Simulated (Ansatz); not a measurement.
In PBE in the plane-wave PAW code Ansatz, Sb2W in the monoclinic phase (C2/m; W on 4i, Sb on 4i, Sb on 4i) relaxes to a = 10.128 Å, b = 3.626 Å, c = 8.230 Å, β = 119.7°. Against the elements it lies at 26 kJ/mol of atoms, with no fitted shifts.

Electronic character: metallic (no gap).

The start of the workflow was typed in or built on a structure type; neither database checked (COD, Materials Project) lists it. Whether it is the stable phase at ambient conditions was not checked. The PBE relaxation kept the symmetry of its start; its stability against distortions is not shown here. No spin polarisation was allowed. The volume moved by -20 % from the start of the relaxation. Its formation energy is positive at this level, so the cell may be metastable or incomplete. The references are the lowest solids computed at this level, not always the standard phases. Spin–orbit coupling is left out wherever it is not named.

Potentials: the earlier of the program's two PAW sets.
